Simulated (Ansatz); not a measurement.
**PmS (CsCl-type structure)**

The computed numbers are results of PBE, scalar-relativistic (collinear spin) in the plane-wave PAW code Ansatz at 600 eV, Γ-centred 10×10×10 mesh, 0.05 eV Gaussian smearing; PAW files: Ansatz's generated set soft_2.

```
Pm S
1.0
     3.53824    0.00000    0.00000
     0.00000    3.53824    0.00000
     0.00000    0.00000    3.53824
Pm S
1 1
Cartesian
  0.0000 0.0000 0.0000
  1.7691 1.7691 1.7691
```

This is a trial structure: such lanthanide and actinide compounds mostly take the rock-salt structure.

Magnetic state: ferromagnetic, site spin moments Pm 4.68; S -0.06 μB.

Task: Which orbitals carry the states at the Fermi level, and how many states are there?

Result: Within 0.1 eV of it: Pm 4f 88 %, Pm 5d 10 % (shares among the projected shells; no valence p shell of Pm is among them). The density of states at the Fermi level is about 5.7 states/eV per cell, averaged over 0.3 eV.

Density of states (tetrahedra, averaged over 0.4 eV; states/eV per cell of 2 atoms; energy in eV from the Fermi level):

| E (eV) | DOS |
| --- | --- |
| -6.05 | 0.0 |
| -5.65 | 0.2 |
| -5.25 | 0.9 |
| -4.85 | 2.4 |
| -4.45 | 2.2 |
| -4.05 | 1.7 |
| -3.65 | 1.6 |
| -3.25 | 1.6 |
| -2.85 | 2.4 |
| -2.45 | 1.9 |
| -2.05 | 0.1 |
| -1.65 | 0.0 |
| -1.25 | 0.1 |
| -0.85 | 4.7 |
| -0.45 | 5.7 |
| -0.05 | 4.6 |
| 0.35 | 3.9 |
| 0.75 | 0.9 |
| 1.15 | 1.2 |
| 1.55 | 1.1 |
| 1.95 | 1.5 |
| 2.35 | 7.8 |
| 2.75 | 6.6 |
| 3.15 | 7.1 |
| 3.55 | 2.8 |
| 3.95 | 2.2 |

Without a U the open 4f shell is pinned at the Fermi level, an artefact: in the real crystal it splits into occupied and empty levels away from it, and its large orbital moment is missing here. No spin–orbit coupling, a notable omission for heavy elements. The run wasn't fully tested for a lower electronic state. The order of the orbitals lowers the symmetry, along an axis that is one of several equivalent ones. Site moments are of spin, integrated over atomic spheres. The run holds 0.7 f electrons more on Pm than the trivalent ion has, so it is between trivalent and divalent here. In such compounds it is trivalent as a rule, so this state is likely an artefact, and the extra f charge swells the ion. No antiparallel order was tried.

The state of the open shells isn't shown to be the lowest, and forces and pressures are less sure for it.
